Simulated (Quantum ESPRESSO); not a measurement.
Band energies of BN

```xyz
2
Lattice="0.0000 3.3349 2.1679 1.2533 0.0000 2.1679 1.2533 3.3349 0.0000" Properties=species:S:1:pos:R:3 pbc="T T T"
B      1.2533     3.3349     0.0005
N      1.2533     3.3349     2.8902
```

norm-conserving PBEsol (Quantum ESPRESSO, 84 Ry, scalar-relativistic); path ΓYTZΓXA1Y,TX1,XAZ,LΓ; energies in eV from the valence-band maximum.

| k (1/Å) | point | band 1 | band 2 | band 3 | band 4 | band 5 | band 6 | band 7 |
|---|---|---|---|---|---|---|---|---|
| 0.00 | Γ | -17.98 | -4.39 | -1.53 | -1.53 | 4.80 | 11.40 | 11.50 |
| 0.56 |  | -17.27 | -4.09 | -3.51 | -2.65 | 5.96 | 10.84 | 11.16 |
| 1.23 |  | -15.12 | -8.74 | -4.22 | -0.90 | 6.41 | 8.88 | 11.48 |
| 1.45 | Y | -14.78 | -9.27 | -4.34 | -0.50 | 5.85 | 9.23 | 12.00 |
| 1.76 |  | -14.75 | -9.20 | -4.36 | -0.85 | 5.06 | 9.50 | 13.00 |
| 2.39 | T | -14.63 | -8.99 | -4.41 | -1.76 | 3.44 | 9.70 | 14.49 |
| 2.91 |  | -15.88 | -6.75 | -3.86 | -3.77 | 6.43 | 10.04 | 14.31 |
| 3.53 |  | -17.47 | -6.19 | -2.40 | -1.99 | 9.60 | 11.08 | 12.30 |
| 3.84 | Z | -17.69 | -6.50 | -1.57 | -1.52 | 9.80 | 11.34 | 11.43 |
| 4.05 |  | -17.73 | -6.30 | -1.56 | -1.52 | 9.09 | 11.36 | 11.43 |
| 4.68 |  | -17.97 | -4.47 | -1.53 | -1.53 | 4.94 | 11.40 | 11.50 |
| 4.78 | Γ | -17.98 | -4.39 | -1.53 | -1.53 | 4.80 | 11.40 | 11.50 |
| 5.30 |  | -17.37 | -3.64 | -3.61 | -2.66 | 5.82 | 10.72 | 11.57 |
| 5.81 |  | -15.74 | -6.83 | -5.02 | -1.71 | 6.71 | 8.47 | 13.23 |
| 6.43 |  | -14.11 | -8.18 | -7.29 | -0.41 | 4.06 | 11.85 | 12.90 |
| 6.63 | X | -14.16 | -8.30 | -6.95 | -0.81 | 3.89 | 12.22 | 13.24 |
| 6.95 |  | -14.34 | -8.34 | -6.54 | -1.07 | 4.54 | 12.45 | 13.04 |
| 7.57 |  | -14.84 | -8.90 | -4.29 | -1.85 | 5.16 | 9.70 | 13.83 |
| 8.10 |  | -14.44 | -8.44 | -6.32 | -1.16 | 5.14 | 12.23 | 14.30 |
| 8.31 | A1 | -14.24 | -8.24 | -7.11 | -0.67 | 4.95 | 12.74 | 13.81 |
| 8.71 |  | -14.31 | -8.60 | -6.66 | -0.03 | 5.18 | 11.82 | 13.11 |
| 9.22 |  | -14.77 | -9.25 | -4.44 | -0.48 | 5.84 | 9.35 | 12.03 |
| 9.32 | Y | -14.78 | -9.27 | -4.34 | -0.50 | 5.85 | 9.23 | 12.00 |
| 9.32 | T | -14.63 | -8.99 | -4.41 | -1.76 | 3.44 | 9.70 | 14.49 |
| 9.76 |  | -14.37 | -8.66 | -5.86 | -1.29 | 3.69 | 11.88 | 13.18 |
| 9.97 | X1 | -14.16 | -8.30 | -6.95 | -0.81 | 3.89 | 12.22 | 13.24 |
| 9.97 | X | -14.16 | -8.30 | -6.95 | -0.81 | 3.89 | 12.22 | 13.24 |
| 10.28 |  | -14.12 | -8.19 | -7.28 | -0.45 | 4.13 | 11.48 | 13.91 |
| 10.78 |  | -14.17 | -8.23 | -7.29 | -0.37 | 4.73 | 12.19 | 13.98 |
| 10.98 | A | -14.24 | -8.24 | -7.11 | -0.67 | 4.95 | 12.74 | 13.81 |
| 11.38 |  | -15.30 | -7.21 | -5.45 | -2.88 | 6.63 | 12.68 | 13.80 |
| 11.88 |  | -16.90 | -5.36 | -4.19 | -3.04 | 9.06 | 11.44 | 12.76 |
| 12.48 | Z | -17.69 | -6.50 | -1.57 | -1.52 | 9.80 | 11.34 | 11.43 |
| 12.48 | L | -14.72 | -9.14 | -4.35 | -1.16 | 4.39 | 9.69 | 13.23 |
| 12.86 |  | -15.50 | -7.88 | -4.03 | -2.01 | 5.82 | 9.37 | 11.73 |
| 13.43 |  | -17.28 | -3.98 | -3.72 | -2.61 | 6.24 | 10.60 | 11.18 |
| 14.00 | Γ | -17.98 | -4.39 | -1.53 | -1.53 | 4.80 | 11.40 | 11.50 |

The PBEsol gap is indirect, 3.44 eV, from 30 % of the way from A1 to Y to T; the smallest direct gap is 4.48 eV.

Geometry relaxed with PBE+D3(BJ).

This is not the ordinary phase of the substance; no match was found in the copy of COD used, and its stability was not checked.

Letters of k points follow the standard setting of the lattice, whose axes may be ordered differently from the printed cell.
